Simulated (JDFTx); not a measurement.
System: diboron tetrafluoride, B2F4 (SMILES FB(F)B(F)F), charge 0, multiplicity 1; geometry: optimised with GFN2-xTB in vacuum (one conformer, no frequencies checked; largest PBE force component 0.8 eV/Å). Z-matrix (Å, degrees):
```
B
F 1 1.3160
F 1 1.3161 2 112.50
B 1 1.7176 2 123.74 3 179.96
F 4 1.3160 1 123.71 2 -90.38
F 4 1.3160 5 112.50 1 179.99
```

Level of theory: PBE, GBRV ultrasoft potentials, plane waves to 20/100 Ha; code: a modified build of JDFTx. Liquid: CANDLE, water, 1 M KF. The liquid run sits in a periodic box with 3.75 Å from the outermost atoms to the faces; the vacuum run is isolated. The box matters at about 0.01 eV. Solvation energy here means the total energy in the continuum liquid minus that in vacuum, same nuclei, nothing added for thermal motion or standard states.

The values are those of the intact species: the continuum can't coordinate to it or react with it.

### Question
What does the calculation give for the solvation energy, its fluid terms and the levels?

### Answer
The solvation energy comes out as -1.4 kcal/mol. The part: cavitation term of the fluid is 10.9 kcal/mol, the part: dispersion term of the fluid is -8.2 kcal/mol and the part: electrostatic term of the fluid is -4.7 kcal/mol. The part: distortion of the solute's electrons is 0.6 kcal/mol and the highest occupied level in vacuum (zero: vacuum level) is -8.70 eV. The highest occupied level in the liquid (zero: bulk electrolyte) is -8.31 eV.
